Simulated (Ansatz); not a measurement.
Relaxed-ion elastic tensor of GaNi (CsCl type, space group No. 221) in GPa (Voigt order), DFT-PBEsol in the program Ansatz with PAW potentials; density 8.99 g/cm³, 11.86 Å³ per atom.

|  | 1 | 2 | 3 | 4 | 5 | 6 |
|---|---|---|---|---|---|---|
| 1 | 197 | 165 | 165 | 0.0 | 0.0 | 0.0 |
| 2 | 165 | 197 | 165 | 0.0 | 0.0 | 0.0 |
| 3 | 165 | 165 | 198 | 0.0 | 0.0 | 0.0 |
| 4 | 0.0 | 0.0 | 0.0 | 95.0 | 0.0 | 0.0 |
| 5 | 0.0 | 0.0 | 0.0 | 0.0 | 95.0 | 0.0 |
| 6 | 0.0 | 0.0 | 0.0 | 0.0 | 0.0 | 95.1 |

Problem. Is the crystal mechanically stable?

Solution. Yes: the smallest eigenvalue of C is 31.9 GPa.

Problem. Work out the Voigt, Reuss and Hill averages.

Solution. K_V = 176, K_R = 176, K_H = 176; G_V = 63.4, G_R = 32.0, G_H = 47.7 GPa.

Problem. Give Young's modulus, Poisson's ratio, Pugh's ratio and the universal anisotropy index.

Solution. E = 9KG/(3K + G) = 131 GPa; ν = 0.38; K/G = 3.69 (ductile by the Pugh limit of 1.75); A_U = 5G_V/G_R + K_V/K_R − 6 = 4.92.

Problem. Estimate the sound speeds and the Debye temperature.

Solution. v_l = √((K + 4G/3)/ρ) = 5160 m/s, v_t = √(G/ρ) = 2300 m/s, mean 2600 m/s; Θ = (h/k)(3n/4πV)^(1/3) v_m = 339 K.

Space group Pm-3m (CsCl type). The cell is a constructed one: a structure type filled with these elements; the Crystallography Open Database files this formula in space group No. 221, but the cells were not matched. Its standing as an ambient phase is unchecked. The PBEsol relaxation kept the symmetry of its start; whether a distortion lowers the energy is not shown. The workflow began spin-polarised and lost its moments. As this level gives no gap, shear constants depend on the k-mesh and smearing (Fermi–Dirac, 0.1 eV here).

Potentials: the earlier of the program's two PAW sets. The files were generated under PBE; for other functionals the program regenerates the frozen cores, and for LDA and PBEsol the local potential too.
